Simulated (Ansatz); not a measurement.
Ca9Mn2N8: Coordination and Ca-43 quadrupole coupling

Cell: a computed structure from the Materials Project (it need not be an observed phase), taken as it stands.

Space group C2/m (No. 12); a = 18.6144, b = 4.9073, c = 7.8704 Å, β = 111.66°.

```
site  Wyckoff  site symmetry       x       y       z
 Ca1       2d            2/m  0.5000  0.0000  0.5000
 Ca2       4i              m  0.0376  0.0000  0.2371
 Ca4       4i              m  0.3273  0.0000  0.5519
 Ca6       4i              m  0.4131  0.0000  0.0136
 Ca8       4i              m  0.1939  0.0000  0.8200
  Mn       4i              m  0.1929  0.0000  0.2000
 N12       4i              m  0.1092  0.0000  0.0022
 N14       4i              m  0.1825  0.0000  0.4063
 N16       4i              m  0.2843  0.0000  0.1885
 N18       4i              m  0.4636  0.0000  0.7518
```

One atom of each set is listed; the run and its k-mesh use a cell of 19 atoms with edges of 9.63, 9.63, 7.87 Å.

The numbers come from a DFT calculation in Ansatz (r2SCAN, plane waves and PAW, scalar-relativistic, collinear spin, 500 eV cutoff, Γ-centred 7×7×5 k-points, Fermi–Dirac smearing 0.05 eV). Start moments as typed (μB): 4 on each Mn, none on the rest.

Q(Ca-43) = -40.80 mb.

Task: Rank these Ca sites by |C_Q|, smallest first.
A. Ca6: 4 N at 2.36–2.56 Å; also 1 N at 3.17 Å
B. Ca4: 5 N at 2.44–2.67 Å
C. Ca2: 5 N at 2.46–2.69 Å
D. Ca8: 4 N at 2.49–2.76 Å; also 1 N at 3.18 Å
E. Ca1: 2 N at 2.32 Å, angle 180°

Result: A (3.09 MHz, η = 0.67), D (4.05 MHz, η = 0.87), B (5.36 MHz, η = 0.85), C (6.40 MHz, η = 0.69), E (14.9 MHz, η = 0.18).

At Ca1 V_zz points along the line of its two bonds (within 1°).

The largest force is 0.4 eV/Å, so the atoms aren't at the calculated equilibrium and relaxing them would move these values. The program didn't check the stability of this electronic state in full, so a lower one may lie near. The run finds no gap above 0.1 eV (a metal, or nearly one), so the gradients can move by 10 % or more with the k-mesh. Semilocal functionals can leave a metal where correlation in the d or f shell opens a gap in the real compound, and that would change the values at and beside Mn. The run lost most of its start moments on Mn; a state with other moments may lie lower. All moments are parallel here, as the start or the cell imposes; many such compounds order antiparallel, where fields and spin densities carried over to other atoms largely cancel. The magnetic order is the one that the run reached from its start moments, not necessarily the measured one.
